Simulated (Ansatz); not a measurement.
Theory: DFT PBE, scalar-relativistic, plane waves, PAW in Ansatz. Settings: cutoff 420 eV, Γ-centred meshes spaced at most about 0.3 Å⁻¹, and about 0.25 Å⁻¹ or finer for metals (2π included), Gaussian smearing. No spin polarisation in the final relaxations.

All energies are static (0 K, no zero-point motion).

Two forms of Sn₃As were relaxed alike.

A.

```
CELL_PARAMETERS angstrom
5.42570 0.00000 0.00000
-2.71285 4.69880 0.00000
0.00000 0.00000 5.34822
ATOMIC_POSITIONS crystal
Sn 0.33333 0.66667 0.00000
Sn 0.66667 0.33333 0.00000
Sn 0.00000 0.00000 0.50000
As 0.00000 0.00000 0.00000
```

B.

```
CELL_PARAMETERS angstrom
2.44219 -6.35963 0.00000
2.44219 6.35963 0.00000
0.00000 0.00000 3.75524
ATOMIC_POSITIONS crystal
Sn 0.67870 0.32130 0.00000
Sn 0.32130 0.67870 0.00000
Sn 0.00000 0.00000 0.00000
As 0.50000 0.50000 0.50000
```

Question: Which is lower in energy, and by how much?

Answer: B is lower, by 0.34 eV/atom. A has the Li3N type, space group P6/mmm (No. 191), 34.1 Å³/atom and no gap on its mesh; B has space group Cmmm (No. 65), 29.2 Å³/atom and no gap. Counting Sn atoms around As (those within 1.25 times the shortest such distance or 1.15 times the sum of covalent radii; a plus sign parts nearer from farther groups), A has As 2+6 and B has As 8. The denser one is the lower, and pressure would at first widen the difference. Even the lower one lies +0.14 eV/atom against the reference forms of the elements (uncorrected), so neither is stable at this level. Both come from invented guesses. A third cell relaxed alike, in P6_3/mmc (a Materials Project cell), lies 7 meV/atom below the lower of the two.

In P6/mmm, Cmmm an odd number of electrons in the primitive cell allows no gap without spin; a larger cell or a magnetic state could open one. A magnetic state wasn't ruled out in cells without spin, among them P6/mmm, Cmmm. Cells relaxed within their symmetry can be saddle points.
